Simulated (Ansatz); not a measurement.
**Random displacements in AlGa₃N₄**

All numbers below come from Ansatz, DFT LDA, scalar-relativistic, plane waves, PAW. Cutoff 420 eV, Γ-centred 6×6×6 k-points, Gaussian smearing of 0.05 eV. No spin polarisation. Energies are free energies at this smearing, counted from the undisturbed cell; pressure is positive in compression.

Zero of the scan (as given, not relaxed at this level, and it needn't be the usual structure):

```
Al Ga N
1.0
     4.47169    0.00000    0.00000
     0.00000    4.47169    0.00000
     0.00000    0.00000    4.47169
Al Ga N
1 3 4
Direct
  0.00000 0.00000 0.00000
  0.50000 0.50000 0.00000
  0.50000 0.00000 0.50000
  0.00000 0.50000 0.50000
  0.75571 0.75571 0.24429
  0.75571 0.24429 0.75571
  0.24429 0.75571 0.75571
  0.24429 0.24429 0.24429
```

The atoms are displaced (Å, in the unstrained cell):

```tsv
atom	ux	uy	uz
Al1	-0.023	0.029	0.043
Ga2	0.042	0.036	-0.006
Ga3	0.068	0.034	0.040
Ga4	-0.097	-0.041	-0.011
N5	0.038	0.045	-0.023
N6	-0.018	-0.036	0.006
N7	-0.046	0.038	-0.016
N8	0.036	-0.105	-0.033
```

Strain (Voigt, engineering shear): (-0.0501, -0.0478, 0.0393, -0.0509, 0.0444, 0.0040).

Problem. What are the energy change, the stress and the forces?

Solution. ΔE = 121.2 meV/atom; stress (xx, yy, zz, yz, xz, xy; compression positive) (12.67, 12.32, 0.31, 11.01, -6.96, 2.39) GPa; gap on the mesh 2.29 eV.
| atom | Fx (eV/Å) | Fy | Fz |
| --- | --- | --- | --- |
| Al1 | 0.41 | -0.02 | -1.49 |
| Ga2 | -1.97 | 0.42 | 0.32 |
| Ga3 | -2.46 | -0.90 | -0.76 |
| Ga4 | 1.85 | 0.77 | -0.21 |
| N5 | -0.55 | -1.68 | 0.97 |
| N6 | 1.11 | 0.68 | 0.44 |
| N7 | 0.89 | -1.38 | -0.59 |
| N8 | 0.72 | 2.11 | 1.32 |

Cost: 1 run of about 0.73 core-minutes, on AMD EPYC 7R43 (Zen 3) (shared hosts).